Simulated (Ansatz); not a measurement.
Cr₃BPt:
```
CELL_PARAMETERS angstrom
      3.93309     0.00000     0.00000
      0.00000     3.93309     0.00000
      0.00000     0.00000     3.93309
ATOMIC_POSITIONS crystal
  Cr 0.50000 0.50000 0.00000
  Cr 0.00000 0.50000 0.50000
  Cr 0.50000 0.00000 0.50000
  Pt 0.00000 0.00000 0.00000
  B  0.50000 0.50000 0.50000
```
The run is spin-polarised; directions of the spins, atom by atom: ↑ ↑ ↑ 0 ↓.

Relaxed with r²SCAN.

Task: Map the valence electron density (e/Å³), cut off at 3 on the plane through (0.000, 0.500, 0.500) spanned by u = [1, 0, 0] and v = [0, 1, 1] in lattice vectors, from the program Ansatz at the r²SCAN level (PAW).

Result: x is the fraction of u, y of v (the angle between them is 90°; rows are the nearest grid lines); atoms in the plane: Cr at (0.00, 0.00), Pt at (0.00, 0.50), B at (0.50, 0.00).
```
y \ x   0.000  0.100  0.200  0.250  0.350  0.450  0.550  0.650  0.750  0.800  0.900   1.00
------  -----  -----  -----  -----  -----  -----  -----  -----  -----  -----  -----  -----
1.00     3.00   3.00   1.36  0.717  0.791  0.528  0.528  0.791  0.717   1.36   3.00   3.00
0.929    3.00   3.00  0.739  0.554  0.691  0.789  0.789  0.691  0.554  0.739   3.00   3.00
0.857    1.00  0.559  0.330  0.340  0.459  0.598  0.598  0.459  0.340  0.330  0.559   1.00
0.786   0.288  0.264  0.243  0.251  0.297  0.353  0.353  0.297  0.251  0.243  0.264  0.288
0.679   0.843  0.638  0.364  0.294  0.225  0.201  0.201  0.225  0.294  0.364  0.638  0.843
0.607    3.00   3.00  0.851  0.489  0.232  0.167  0.167  0.232  0.489  0.851   3.00   3.00
0.536    3.00   3.00   2.05  0.795  0.253  0.153  0.153  0.253  0.795   2.05   3.00   3.00
0.464    3.00   3.00   2.05  0.795  0.253  0.153  0.153  0.253  0.795   2.05   3.00   3.00
0.393    3.00   3.00  0.851  0.489  0.232  0.167  0.167  0.232  0.489  0.851   3.00   3.00
0.321   0.843  0.638  0.364  0.294  0.225  0.201  0.201  0.225  0.294  0.364  0.638  0.843
0.214   0.288  0.264  0.243  0.251  0.297  0.353  0.353  0.297  0.251  0.243  0.264  0.288
0.143    1.00  0.559  0.330  0.340  0.459  0.598  0.598  0.459  0.340  0.330  0.559   1.00
0.0714   3.00   3.00  0.739  0.554  0.691  0.789  0.789  0.691  0.554  0.739   3.00   3.00
0.000    3.00   3.00   1.36  0.717  0.791  0.528  0.528  0.791  0.717   1.36   3.00   3.00
```

The density is the valence pseudo-density with augmentation charge, so density and ELF within about 1 Å of a nucleus are not all-electron values.

Space group Pm-3m. The start of the workflow was typed in or built on a structure type; neither database checked (COD, Materials Project) lists it. Whether it is the stable phase at ambient conditions was not checked. The cell was relaxed with r²SCAN under the symmetry of its start; whether a distortion lowers the energy is not shown. The final state is ferromagnetic, the only order run, not a proven ground state. The volume moved by -17 % from the start of the relaxation. Its formation energy is positive at this level, so the cell may be metastable or incomplete. The program gave a warning on the electronic state, which may not be the lowest. Scalar-relativistic: spin–orbit coupling is off unless named, which matters more the heavier the elements.

Potentials: the earlier of the program's two PAW sets. The files were generated under PBE; for other functionals the program regenerates the frozen cores, and for LDA and PBEsol the local potential too.
